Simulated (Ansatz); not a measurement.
**Eu (Im-3m): couplings from the magnetic force theorem**

The geometry is a structure as deposited in COD, repeated to hold the magnetic orders, held fixed and not relaxed.

Functional, mesh and filling: LDA, 8×8×3 k mesh, Fermi–Dirac smearing of 0.025 eV. PAW means Ansatz 0.2.0 on its default frozen-core files. Site moments are integrated in spheres about the atoms.

The input and its command:

```yaml
crystal:
  lattice:
    - [-2.303, 2.303, 2.303]
    - [2.303, -2.303, 2.303]
    - [9.212, 9.212, 0.0]
  atoms:
    - { symbol: Eu, position: [0.0, 0.0, 0.0], spin: 7.1 }
    - { symbol: Eu, position: [0.5, 0.5, 0.25], spin: 7.1 }
    - { symbol: Eu, position: [0.0, 0.0, 0.5], spin: -7.1 }
    - { symbol: Eu, position: [0.5, 0.5, 0.75], spin: -7.1 }
magnetization:
  spin_polarized: true
kpoints:
  mp_grid: { grid: [8, 8, 3] }
scf:
  occupations: { method: fermi_dirac, width: 0.025 }
  lower_state_search: "off"
hamiltonian:
  xc: lda
  pseudopotentials: { kind: paw }
output:
  eigenvalues: false
  eigenstates:
    nscf_kmesh: { grid: [8, 8, 3] }
    top_band: c106
    exchange_couplings: { magnetic: [{ species: Eu }] }
  write_density: true
  write_potential: true
  elf: true
  volumetric_format: npy
```

Command: `ansatz run input.yaml --threads 2 --pin off --max-ram 6144MiB --backend cpu --events-out ev --progress --plain --runs-dir out`

Site moments (μB): Eu1 7.09, Eu2 7.09, Eu3 -7.09, Eu4 -7.09. Cell moment 0.00 μB.

Couplings come from the force theorem (directions of the magnetic atoms constrained, all else relaxed) on a 8×8×3 mesh, with E = −Σ J e_i·e_j over ordered pairs of unit vectors, so positive J favours parallel moments.

```tsv
pair	count	J PAW (meV)
Eu1–Eu at 3.99 Å, set 1	6	+3.58
Eu1–Eu at 3.99 Å, set 2	2	+3.50
Eu1–Eu at 4.61 Å, set 1	2	+1.08
Eu1–Eu at 4.61 Å, set 2	2	+1.29
Eu1–Eu at 4.61 Å, set 3	2	+1.26
Eu1–Eu at 6.51 Å, set 1	2	-0.53
Eu1–Eu at 6.51 Å, set 2	4	-0.67
Eu1–Eu at 6.51 Å, set 3	2	-0.68
Eu1–Eu at 6.51 Å, set 4	4	-0.57
Eu1–Eu at 7.64 Å, set 1	4	-0.26
Eu1–Eu at 7.64 Å, set 2	2	-0.25
Eu1–Eu at 7.64 Å, set 3	4	-0.27
Eu1–Eu at 7.64 Å, set 4	8	-0.29
Eu1–Eu at 7.64 Å, set 5	2	-0.32
Eu1–Eu at 7.64 Å, set 6	4	-0.21
Eu1–Eu at 7.98 Å, set 1	4	-0.53
Eu1–Eu at 7.98 Å, set 2	4	-0.54
```

Pairs at one distance with different couplings are listed as sets.

The program reports that this state isn't the lowest of its own couplings. The gain of the softest rotation is smaller than what its band sum leaves out of a whole turn, though, so more bands could change its sign.

The couplings come from one mesh, and their convergence in k wasn't tested.

The PAW files were made with PBE; the program remakes their cores once for the run's functional and then keeps them frozen. Without U a semilocal functional puts the f levels too near the Fermi level, which can change moments and the order of magnetic states; site and cell moments are spin moments. The Ansatz runs typed with the search for lower states off end where their start leads. Spin–orbit coupling is left out although heavy atoms are present. With open f shells a run can end in a state that isn't the lowest. The magnetic state is the one that this cell and start allow. It needn't be the compound's measured order, which may need a larger cell or be absent.
